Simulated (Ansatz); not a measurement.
**HfC: frozen-core PAW against all-electron methods**

```xyz
2
Lattice="0.0000 2.3250 2.3250 2.3250 0.0000 2.3250 2.3250 2.3250 0.0000" Properties=species:S:1:pos:R:3 pbc="T T T"
Hf    2.3250    2.3250    2.3250
C     0.0000    0.0000    0.0000
```

Atom numbers follow the list: Hf1, C2.

The geometry is COD entry 1539502, unchecked; take it as a test cell.

No spin–orbit coupling, which matters for the heavy atoms here.

Levels of theory: DFT, PBEsol, PAW with Ansatz's default frozen-core files, scalar-relativistic (Ansatz 0.2.0); DFT, PBEsol, all-electron PAW with datasets made for the crystal, scalar-relativistic (Ansatz 0.2.0); DFT, PBEsol, all-electron LAPW, scalar-relativistic (Ansatz 0.2.0).

For PAW: a Γ-centred 15×15×15 k mesh, Fermi–Dirac smearing of 0.05 eV, cutoff 420 eV, no spin polarisation; the PAW files were made with PBE, and the program remakes their frozen cores for this functional. The crystal-made all-electron datasets (AE datasets) take a cutoff of 400 eV at this cell. LAPW targets a basis error of 1 meV/atom. The Ansatz runs share mesh, smearing and spin set-up. Plane-wave (PAW) pressures include the program's estimate of the Pulay term.

Stress and pressure are positive in compression.

Levels count from the Fermi level.

| quantity | PAW | AE datasets | LAPW |
| --- | --- | --- | --- |
| pressure (GPa) | -6.56 | -6.51 | -6.51 |
| highest filled level at W (eV) | -2.720 | -2.722 | -2.722 |
| lowest empty level at W (eV) | 3.666 | 3.665 | 3.665 |
| highest filled level at U (eV) | -1.620 | -1.621 | -1.621 |
| lowest empty level at U (eV) | 1.568 | 1.568 | 1.568 |
| highest filled level at Γ (eV) | -10.930 | -10.938 | -10.938 |
| lowest empty level at Γ (eV) | 1.092 | 1.095 | 1.095 |

PAW's pressure differs from the LAPW value by -0.05 GPa. Datasets made for the crystal and LAPW share parts of one code, so their agreement isn't an independent check.
